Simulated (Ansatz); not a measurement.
Here is the system:

BeS:
```cif
data_BeS
_chemical_formula_sum 'S1 Be1'
_space_group_name_H-M_alt 'P 1'
_space_group_IT_number 1
_cell_length_a 3.44257
_cell_length_b 3.44257
_cell_length_c 3.44257
_cell_angle_alpha 60.000
_cell_angle_beta 60.000
_cell_angle_gamma 60.000
loop_
_space_group_symop_operation_xyz
  'x, y, z'
loop_
_atom_site_label
_atom_site_type_symbol
_atom_site_fract_x
_atom_site_fract_y
_atom_site_fract_z
_atom_site_occupancy
S1 S 0.75000 0.75000 0.75000 1
Be1 Be 0.00000 0.00000 0.00000 1
```

This is the r²SCAN-relaxed structure.

All from DFT-r²SCAN in the program Ansatz with PAW potentials, unless another level is named. Give the electron effective mass.

0.29, 0.29, 0.79 mₑ (principal values).

And the formation energy from the elements (no fitted shifts)?

-1223 meV/atom.

And the smallest direct gap on the standard path?

6.22 eV.

And the HSE06 gap on the r²SCAN cell?

4.08 eV.

And the hole effective mass, band 2 of 3 at the edge?

0.57 along [100], 0.57 along [110], 1.3 along [111] (mₑ).

And the conduction-band minimum?

at X (3 equivalent valleys).

Space group F-43m (zinc blende). The r²SCAN relaxation kept the symmetry of its start. The references are the lowest solids computed at this level, not always the standard phases.

Potentials: the later of the program's two PAW sets.
